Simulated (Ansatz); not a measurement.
## Computed properties of CsGdS2

CsGdS$_{2}$:
```
CELL_PARAMETERS angstrom
      2.06711     1.19345     8.06770
     -2.06711     1.19345     8.06770
      0.00000    -2.38689     8.06770
ATOMIC_POSITIONS crystal
  Cs 0.00000 0.00000 0.00000
  Gd 0.50000 0.50000 0.50000
  S  0.22763 0.22763 0.22763
  S  0.77237 0.77237 0.77237
```
The run is spin-polarised; directions of the spins, atom by atom: 0 ↑ 0 0.

Space group R-3m (No. 166); conventional cell a = 4.134 Å, b = 4.134 Å, c = 24.203 Å, α = 90.00°, β = 90.00°, γ = 120.00°.

Method: DFT-r²SCAN in the program Ansatz with PAW potentials. Geometry: relaxed at this level of theory. Other levels are named where they apply.

### Cell and energy

| Property | Value |
|---|---|
| Volume per atom | 29.85 Å³ |
| Density | 4.93 g/cm³ |
| Formation energy from the elements (no fitted shifts) | -2.11 eV/atom |

### Electronic structure

| Item | Value |
|---|---|
| Band gap | 2.25 eV (indirect) |
| Valence-band maximum | at Γ |
| Conduction-band minimum | at F (3 equivalent valleys) |
| Smallest direct gap on the standard path | 2.81 eV |
| Electron effective mass | 0.30, 0.47, 1.4 mₑ (principal values) |
| Hole effective mass, band 1 of 2 at the edge | 0.83 along x, 2.8 along z (mₑ) |
| Hole effective mass, band 2 of 2 at the edge | 0.26 along x, 2.8 along z (mₑ) |

### Magnetism

| Item | Value |
|---|---|
| Magnetic order | ferromagnetic |
| Net moment | 1.75 μB per atom |

### Charges

| Item | Result |
|---|---|
| Bader charges | Cs +0.79, Gd +1.95, S -1.37 e |

The measured cell (COD 4004081, doi:10.1021/acs.chemmater.1c04105; 293 K, pressure taken as ambient) has 29.41 Å³ per atom; the computed volume differs by 1.5 %, which includes thermal expansion and zero-point motion.

The workflow started from an entry of the Crystallography Open Database (COD, 293 K), which files this formula under 2 space groups. Whether it is the stable phase at ambient conditions was not checked. The r²SCAN relaxation kept the symmetry of its start; its stability against distortions is not shown here. Magnetic state: ferromagnetic, the only order run, not a proven ground state. The cell computed holds one magnetic atom, so no antiferromagnetic order was within reach. The 4f shell is in the valence, and the state reached may lie above the lowest one. Other orbital occupations within this spin state were not tried. No Hubbard U is applied. The references are the lowest solids computed at this level, not always the standard phases. Scalar-relativistic: spin–orbit coupling is off unless named, which matters more the heavier the elements.

Potentials: the later of the program's two PAW sets.
